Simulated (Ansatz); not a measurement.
The start is a relaxed NbP cell shaken by Gaussian noise of σ = 0.08 Å a coordinate. The cell and all atomic positions are relaxed at zero pressure with PBE (plane waves to 420 eV, PAW, scalar-relativistic; Ansatz, a quantum-chemistry and plane-wave program). The first steps use a coarse 4×6×5 k-mesh.

The start:
```yaml
crystal:
  lattice:
    - [5.97408, 0.00000, 0.00000]
    - [0.00000, 4.33046, 0.00000]
    - [0.00000, 0.00000, 4.71174]
  atoms:
    - { symbol: Nb, position: [0.81028, 0.26710, 0.15495] }
    - { symbol: Nb, position: [0.30163, 0.24165, 0.36405] }
    - { symbol: Nb, position: [0.18102, 0.75175, 0.86427] }
    - { symbol: Nb, position: [0.66058, 0.74989, 0.65415] }
    - { symbol: P, position: [0.96361, 0.28111, 0.65829] }
    - { symbol: P, position: [0.46198, 0.23747, 0.84989] }
    - { symbol: P, position: [0.07229, 0.75535, 0.36006] }
    - { symbol: P, position: [0.55183, 0.75415, 0.13786] }
```

**Question.** What pressure does the first self-consistent step give?

**Answer.** +2 GPa (positive: the cell is compressed).

**Question.** How much energy is released per atom?

**Answer.** 0.06 eV/atom.

**Question.** How do the shortest distances between atoms change?

**Answer.** The closest pairs of elements (up to four, under 3.6 Å), start → end: Nb–P 2.37 → 2.47 Å; P–P 2.55 → 2.68 Å; Nb–Nb 3.03 → 3.13 Å.

**Question.** Is the relaxed structure metallic? Give its gap.

**Answer.** No gap (metallic).

It ends as:

```cif
data_Nb4P4
_chemical_formula_sum 'Nb4 P4'
_space_group_name_H-M_alt 'Pnma'
_space_group_IT_number 62
_space_group_name_Hall '-P 2ac 2n'
_cell_length_a 5.97428
_cell_length_b 4.33076
_cell_length_c 4.71147
_cell_angle_alpha 90.000
_cell_angle_beta 90.000
_cell_angle_gamma 90.000
loop_
_space_group_symop_operation_xyz
  'x, y, z'
  '-x, -y, -z'
  '-x+1/2, -y, z+1/2'
  'x+1/2, y, -z+1/2'
  'x+1/2, -y+1/2, -z+1/2'
  '-x+1/2, y+1/2, z+1/2'
  '-x, y+1/2, -z'
  'x, -y+1/2, z'
loop_
_atom_site_label
_atom_site_type_symbol
_atom_site_symmetry_multiplicity
_atom_site_Wyckoff_symbol
_atom_site_fract_x
_atom_site_fract_y
_atom_site_fract_z
_atom_site_occupancy
Nb1 Nb 4 c 0.31629 0.25000 0.35059 1
P1 P 4 c 0.04107 0.75000 0.34166 1
```

Final values are on a 8×11×10 k-mesh of the relaxed cell. No spin polarisation in the result.

The relaxed structure here is a generated cell of NbP: the first start was made by placing the elements on the sites of a structure type, and the end was not matched to a known phase here, so it may be hypothetical.
